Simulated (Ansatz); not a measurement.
**CsCl-type LaSi**

The computed numbers are results of PBEsol, scalar-relativistic (no spin polarisation) in the plane-wave PAW code Ansatz at 420 eV, 8×8×8 k-mesh, Gaussian smearing of 0.05 eV. The datasets are Ansatz's generated set soft_2.

```cif
data_structure
_symmetry_space_group_name_H-M 'P 1'
_symmetry_Int_Tables_number 1
_cell_length_a 3.6593
_cell_length_b 3.6593
_cell_length_c 3.6593
_cell_angle_alpha 90.000
_cell_angle_beta 90.000
_cell_angle_gamma 90.000
_cell_volume 49.00
loop_
_atom_site_label
_atom_site_type_symbol
_atom_site_fract_x
_atom_site_fract_y
_atom_site_fract_z
_atom_site_occupancy
La1 La 0.00000 0.00000 0.00000 1
Si1 Si 0.50000 0.50000 0.50000 1
```

The start was a prototype's sites filled with these elements. The Crystallography Open Database lists the compound in space group Pnma, so this is a trial structure.

Problem. Which orbitals carry the states at the Fermi level, and how many states are there?

Solution. Within 0.1 eV of it: Si 3p 44 %, La 5d 41 %, La 4f 10 % (shares among the projected shells). The Fermi level sits on a steep edge: the density of states is 1.8, 2.9 and 4.0 states/eV per cell at −0.1, 0 and +0.1 eV.

Density of states (tetrahedra, averaged over 0.5 eV; states/eV per cell of 2 atoms; energy in eV from the Fermi level; projections on Löwdin-orthogonalised atomic orbitals, summed over sites):

```tsv
E	total	La 5d	Si 3p	La 4f	La 6s	La 5p
-5.60	0.01	0.00	0.00	0.00	0.00	0.00
-5.10	0.00	0.00	0.00	0.00	0.00	0.00
-4.60	0.00	0.00	0.00	0.00	0.00	0.00
-4.10	0.00	0.00	0.00	0.00	0.00	0.00
-3.60	0.34	0.13	0.16	0.00	0.03	0.00
-3.10	1.00	0.37	0.48	0.01	0.06	0.02
-2.60	2.21	0.74	1.14	0.05	0.14	0.07
-2.10	1.43	0.49	0.74	0.05	0.05	0.05
-1.60	1.34	0.44	0.71	0.07	0.01	0.05
-1.10	1.77	0.80	0.76	0.09	0.00	0.06
-0.60	0.79	0.25	0.37	0.07	0.03	0.01
-0.10	2.15	0.81	0.96	0.21	0.07	0.03
0.40	2.55	1.34	0.80	0.30	0.04	0.03
0.90	1.78	1.02	0.30	0.36	0.04	0.02
1.40	1.55	0.58	0.07	0.79	0.06	0.01
1.90	8.91	0.91	0.10	7.57	0.10	0.03
```

With 15 valence electrons in the calculation's cell and no magnetic order, the bands, two electrons each, can't all be full or empty: band theory demands a metal. (Only strong correlation, outside this picture, could make a Mott insulator of it.)

Scalar-relativistic only: spin–orbit splittings of the heavy atoms' levels are missing. Spin polarisation wasn't tried.
